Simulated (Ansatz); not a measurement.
Relaxed-ion elastic tensor of Ag (fcc (Cu type), Fm-3m) in GPa (Voigt order), plane-wave PAW r²SCAN+D4 (Ansatz code); density 10.52 g/cm³, 17.03 Å³ per atom.

```
 130  99.1  99.1   0.0   0.0   0.0
99.1   130  99.1   0.0   0.0   0.0
99.1  99.1   130   0.0   0.0   0.0
 0.0   0.0   0.0  45.7   0.0   0.0
 0.0   0.0   0.0   0.0  45.7   0.0
 0.0   0.0   0.0   0.0   0.0  45.7
```

Is the crystal mechanically stable?

Yes: the smallest eigenvalue of C is 31.2 GPa.

Work out the Voigt, Reuss and Hill averages.

K_V = 109, K_R = 109, K_H = 109; G_V = 33.7, G_R = 25.8, G_H = 29.7 GPa.

Give Young's modulus, Poisson's ratio, Pugh's ratio and the universal anisotropy index.

E = 9KG/(3K + G) = 81.8 GPa; ν = 0.38; K/G = 3.68 (ductile by the Pugh limit of 1.75); A_U = 5G_V/G_R + K_V/K_R − 6 = 1.52.

Estimate the sound speeds and the Debye temperature.

v_l = √((K + 4G/3)/ρ) = 3770 m/s, v_t = √(G/ρ) = 1680 m/s, mean 1900 m/s; Θ = (h/k)(3n/4πV)^(1/3) v_m = 219 K.

Give the Zener ratio and Young's modulus along [100], [110] and [111].

A = 2C44/(C11 − C12) = 2.93; 1/E = S11 − 2(S11 − S12 − S44/2)Γ with Γ = 0, 1/4, 1/3 gives 44.7, 84.6, 120 GPa.

Solve the Christoffel equation for the three sound speeds along [100], [110], [111].

Eigenvalues of C_ijkl n_j n_l equal ρv². In km/s, slowest first: [100] 2.08, 2.08, 3.52; [110] 1.22, 2.08, 3.90; [111] 1.56, 1.56, 4.02.

The cell was relaxed with r²SCAN+D4 under the symmetry of its start. No spin polarisation was allowed. The pairwise dispersion correction was not fitted to metals. As this level gives no gap, shear constants depend on the k-mesh and smearing (Fermi–Dirac, 0.1 eV here).

Potentials: the later of the program's two PAW sets.
